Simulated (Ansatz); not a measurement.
HfC (zinc blende, F-43m), plane-wave PAW r²SCAN (Ansatz code), all energies at zero smearing, with the estimated change up to a 700 eV cutoff added, with one set of potentials and settings (totals compare only within such a set). Cell of 2 atoms (1 Hf, 1 C): -15985.642 eV.

```
element                reference phase  E (eV/atom)
-------  -----------------------------  -----------
Hf       P6_3/mmc, 2 atoms in the cell  -15733.0631
C        P6_3/mmc, 4 atoms in the cell    -251.6711
```

Formation energy per atom, worked out: (-15985.642 − 1×(-15733.0631) − 1×(-251.6711))/2 = -0.454 eV/atom (-44 kJ per mol of atoms), at 0 K, without zero-point energy or fitted corrections.

The start of the workflow was typed in or built on a structure type; neither database checked (COD, Materials Project) lists it. It is not the phase usual at ambient conditions (space group No. 225). The cell was relaxed with r²SCAN under the symmetry of its start; whether a distortion lowers the energy is not shown. The run is not spin-polarised. The references are the lowest solids computed at this level, not always the standard phases. Scalar-relativistic: spin–orbit coupling is off unless named, which matters more the heavier the elements.

Potentials: the later of the program's two PAW sets.
